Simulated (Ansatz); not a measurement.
The start is a relaxed Ir cell displaced along its unstable phonon at q = (½, ½, 0) of its primitive reciprocal cell (56i cm⁻¹), largest move 0.15 Å. Cell shape, volume and atoms are optimised at zero target pressure with PBEsol (plane waves to 420 eV, PAW, scalar-relativistic; Ansatz, a program for electronic structure). The first steps use a coarse 13×13×13 k-mesh.

The start:
```
CELL_PARAMETERS angstrom
      5.08107     0.00000     0.00000
      2.54053     2.54053     0.00000
      0.00000     0.00000     2.54053
ATOMIC_POSITIONS crystal
  Ir 0.00000 0.00000 0.05904
  Ir 0.50000 0.00000 0.94096
```

```yaml
largest_initial_force: 0.28 eV/Å, on Ir1, Ir2 (atoms numbered as listed)
energy_released: 0.72 eV/atom
volume_change: -11.6 %, from 16.40 to 14.49 Å³/atom
relative_to_the_parent: "It does not go back: it reaches I4/mmm (No. 139), AFLOW prototype A_tI2_139_a (A_a), 0.75 eV/atom below the parent"
Shortest distances (start → end): "The closest pairs of elements (up to four, under 3.6 Å), start → end: Ir–Ir 2.54 → 2.64 Å"
band_gap_at_the_end: zero (metallic)
optimiser_moves: 12
```

Final values are on a 22×22×22 k-mesh of the relaxed cell. No spin polarisation in the result.

The run could not lose the symmetry of its start, so the end can be a saddle point.

The relaxed structure here is a generated cell of Ir: the first start was made by placing the elements on the sites of a structure type, and the end was not matched to a known phase here, so it may be hypothetical. Known forms of Ir include space group No. 225.
